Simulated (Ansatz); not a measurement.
TaW:
```yaml
crystal:
  lattice:
    - [0.00000, 2.67198, 2.67198]
    - [2.67198, 0.00000, 2.67198]
    - [2.67198, 2.67198, 0.00000]
  atoms:
    - { symbol: Ta, position: [0.00000, 0.00000, 0.00000] }
    - { symbol: W, position: [0.50000, 0.50000, 0.50000] }
```

Relaxed with r²SCAN. Special points in fractions of this cell's reciprocal vectors: Γ (0.000, 0.000, 0.000); X (0.500, 0.000, 0.500); U (0.625, 0.250, 0.625); K (0.375, 0.375, 0.750); L (0.500, 0.500, 0.500); W (0.500, 0.250, 0.750).

**Question.** List the band energies nearest the Fermi level at these points for r²SCAN (plane waves, PAW; program Ansatz).

**Answer.** In eV from the Fermi level; about four levels below and three above (degenerate sets whole), none deeper than 8.9 eV; points with the same levels are listed once.

```json
[
 {"k": "Γ", "below": "-3.81 -3.81 -3.20 -3.20 -3.20", "above": "5.94 5.94 5.94"},
 {"k": "X", "below": "-4.62 -2.78 -2.31 -0.50", "above": "1.61 1.61 3.15 3.15"},
 {"k": "U", "below": "-3.38 -2.76 -2.01 -1.84", "above": "0.70 2.79 2.84"},
 {"k": "L", "below": "-0.82 -0.82 -0.14 -0.14", "above": "1.08 1.08 2.02"},
 {"k": "W", "below": "-3.32 -3.32 -3.23 -3.16 -0.42", "above": "0.22 1.70 3.01"}
]
```

Space group Fm-3m (rock salt). The start of the workflow was typed in or built on a structure type; neither database checked (COD, Materials Project) lists it. Its standing as an ambient phase is unchecked. The r²SCAN relaxation kept the symmetry of its start. At this level the phase is mechanically unstable. The run is not spin-polarised. Its formation energy is positive at this level, so the cell may be metastable or incomplete. Scalar-relativistic: spin–orbit coupling is off unless named, which matters more the heavier the elements.

Potentials: the later of the program's two PAW sets.
